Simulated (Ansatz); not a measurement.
**4 guesses for Ta₃B₂N and where they end**

All numbers below come from DFT PBE, scalar-relativistic, plane waves, PAW (Ansatz 0.2.0). Settings: cutoff 420 eV, Γ-centred meshes spaced at most about 0.3 Å⁻¹, and about 0.25 Å⁻¹ or finer for metals (2π included), Gaussian smearing. No spin polarisation in the final relaxations.

Each guess was relaxed in cell and atoms at zero pressure, within the symmetry of its start. These are static total energies at zero pressure. Coordination counts B or N atoms around Ta (for each partner element, those within 1.25 times its shortest distance or 1.15 times the sum of covalent radii, where it is the nearest in units of that sum or under 1.3; a plus sign parts groups by distance over the sum of covalent radii; a slash parts the counts of unlike sites).

| guess | made from | start group | V start (Å³/atom) | end group | V end (Å³/atom) | coordination at the end | gap on mesh (eV) | E over the lowest end (meV/atom) |
| --- | --- | --- | --- | --- | --- | --- | --- | --- |
| 1 | random cell | P6mm | 14.5 | P6/mmm | 14.5 | Ta 4+2 | 0 | 687 |
| 2 | Li2GaCu3 type | R-3m | 13.3 | R-3m | 12.3 | Ta 4+4 | 0 | 0 |
| 3 | LuB2Ru3 type | P6/mmm | 12.4 | P6/mmm | 14.9 | Ta 4 | 0 | 1066 |
| 4 | random cell | P4/mmm | 15.4 | ? | ? | ? | ? | ? |

Guess 4 as it starts:

```xyz
6
Lattice="3.7996 0.0000 0.0000 0.0000 3.7996 0.0000 0.0000 0.0000 6.4127" Properties=species:S:1:pos:R:3 pbc="T T T"
Ta    0.0000    0.0000    1.4558
Ta    0.0000    0.0000    4.9569
Ta    1.8998    1.8998    3.2063
B     0.0000    0.0000    3.2063
B     1.8998    1.8998    0.0000
N     0.0000    0.0000    0.0000
```

Question: Predict the end of this guess and its energy over the lowest end.

Answer: It ends in space group P4/mmm (No. 123), with a = 3.020 Å, c = 8.708 Å, 13.2 Å³/atom and no gap. It lies 0.47 eV/atom over the lowest end, above guess 2 and below guess 1. Counting B or N atoms around Ta, this end has Ta 4/1+1+4 and the lowest (guess 2) has Ta 4+4. The lowest (guess 2) holds B–B pairs (shortest 1.69 Å); in this end the shortest B–B distance is 3.02 Å.

```cif
data_structure
_symmetry_space_group_name_H-M 'P4/mmm'
_symmetry_Int_Tables_number 123
_cell_length_a 3.0205
_cell_length_b 3.0205
_cell_length_c 8.7084
_cell_angle_alpha 90.000
_cell_angle_beta 90.000
_cell_angle_gamma 90.000
_cell_volume 79.45
loop_
_atom_site_label
_atom_site_type_symbol
_atom_site_symmetry_multiplicity
_atom_site_Wyckoff_symbol
_atom_site_fract_x
_atom_site_fract_y
_atom_site_fract_z
_atom_site_occupancy
Ta1 Ta 2 g 0.00000 0.00000 0.22643 1
Ta2 Ta 1 d 0.50000 0.50000 0.50000 1
B1 B 1 b 0.00000 0.00000 0.50000 1
B2 B 1 c 0.50000 0.50000 0.00000 1
N1 N 1 a 0.00000 0.00000 0.00000 1
```

The zero of energy is the elements' standard structures at the same level (N₂ as a molecule); no fitted shifts are applied.

Question: Is the lowest end bound against the elements?

Answer: Yes: its formation energy is −0.12 eV/atom. It lies below the elements, which doesn't yet make it stable against other compounds or structures.

These runs have no spin–orbit coupling, which can matter for Ta. Cells relaxed within their symmetry can be saddle points. A lower structure may well exist outside this small set. Some structure types and database cells were kept out of the candidates from the start, so a known form may be missing.
